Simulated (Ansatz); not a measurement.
## Li₄H₄Rh: computed property card

Li₄H₄Rh:
```xyz
9
Lattice="-3.0713 3.0713 1.9773 3.0713 -3.0713 1.9773 3.0713 3.0713 -1.9773" Properties=species:S:1:pos:R:3 pbc="T T T"
Li    -0.6900     1.7308     1.9773
Li     1.7308     0.6900     1.9773
Li     3.7613     1.3406     0.0000
Li     1.3406     2.3814     0.0000
H      0.4144     4.5009     0.0000
H      1.4295     2.6570     1.9773
H      2.6570    -1.4295     1.9773
H      1.6418     0.4144     0.0000
Rh     0.0000     0.0000     0.0000
```

Space group I4/m (No. 87); conventional cell a = b = 6.1427 Å, c = 3.9546 Å, α = β = γ = 90.00°.

Method: DFT-LDA in the program Ansatz with PAW potentials. Structure relaxed to zero pressure with the same functional. Other levels are named where they apply.

### Cell and energy

```yaml
volume_per_atom: 8.29 Å³
density: 3.00 g/cm³
Formation energy from the elements (no fitted shifts): -0.51 eV/atom
```

### Electronic structure

```yaml
electronic_character: metallic (no gap)
Density of states at the Fermi level: 0.14 states/eV per atom (mean over ±0.08 eV)
```

### Mechanics

```yaml
Bulk modulus (Birch–Murnaghan fit): 47.1 GPa
Pressure derivative B′: 4.0
Elastic constants (relaxed ions, GPa): C11 = 78.6, C12 = 31.2, C13 = 29.4, C33 = 84.9, C44 = 39.8, C66 = 45.2, C16 = -18.0
mechanical_stability: stable (all eigenvalues of C positive)
hill_bulk_and_shear_moduli: 46.9 and 31.5 GPa
Young's modulus: 77.2 GPa
Poisson's ratio: 0.23
debye_temperature_from_the_elastic_constants: 528 K
```

### Phonons

```yaml
highest_zone_centre_frequency: 1637 cm⁻¹
zone_centre_stability: no imaginary mode at Γ
```

The workflow started from an entry of the Crystallography Open Database (COD). Whether it is the stable phase at ambient conditions was not checked. The cell was relaxed with LDA under the symmetry of its start. The run is not spin-polarised. As this level gives no gap, shear constants depend on the k-mesh and smearing (Fermi–Dirac, 0.1 eV here). As this level gives no gap, phonon frequencies hold no LO–TO term and depend on the k-mesh and smearing (Fermi–Dirac, 0.1 eV here). The references are the lowest solids computed at this level, not always the standard phases (solids in place of the gases). Spin–orbit coupling is left out wherever it is not named.

Potentials: the later of the program's two PAW sets.
